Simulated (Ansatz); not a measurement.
This run works on a proposed trial structure, not on a known crystal.

Input and command of a plane-wave DFT calculation in Ansatz:

```yaml
crystal:
  lattice:
    - [3.9283469814, 0.0, 0.0]
    - [0.0, 3.9283469814, 0.0]
    - [0.0, 0.0, 9.9109070943]
  atoms:
    - { symbol: Mg, position: [0.0, 0.0, 0.0] }
    - { symbol: Mg, position: [0.5, 0.5, 0.8475075568] }
    - { symbol: Mg, position: [0.5, 0.5, 0.1524924432] }
    - { symbol: Cd, position: [0.0, 0.0, 0.5] }
    - { symbol: Se, position: [0.5, 0.0, 0.6798916314] }
    - { symbol: Se, position: [0.0, 0.5, 0.3201083686] }
    - { symbol: O, position: [0.5, 0.0, 0.062348851] }
    - { symbol: O, position: [0.0, 0.5, 0.937651149] }
basis:
  ecutwfc: 420
kpoints:
  mp_grid: { grid: [8, 8, 4] }
hamiltonian:
  xc: pbe
scf:
  occupations: { method: gaussian, width: 0.02 }
output:
  forces: true
  stress: true
  eigenvalues: true
relax:
  adjacent_minimum: "off"
  f_tol: 0.01
  max_steps: 30
  cell: { stress_tol: 0.1, fix: [volume] }
```

```bash
ansatz run input.yaml --threads 1 --pin off --max-ram 2560MiB --backend cpu --events-out ev --progress --plain --runs-dir out
```

Processor: Arm Neoverse V1, 1 thread, on a host shared with other jobs.

**Question.** Estimate time, memory and problem size.

**Answer.** About 2.8 min, peak memory 0.56 GiB. It solves 57 bands at 45 k points (after reduction by symmetry) with about 3001 plane waves, in 21 SCF iterations over 4 ionic steps.
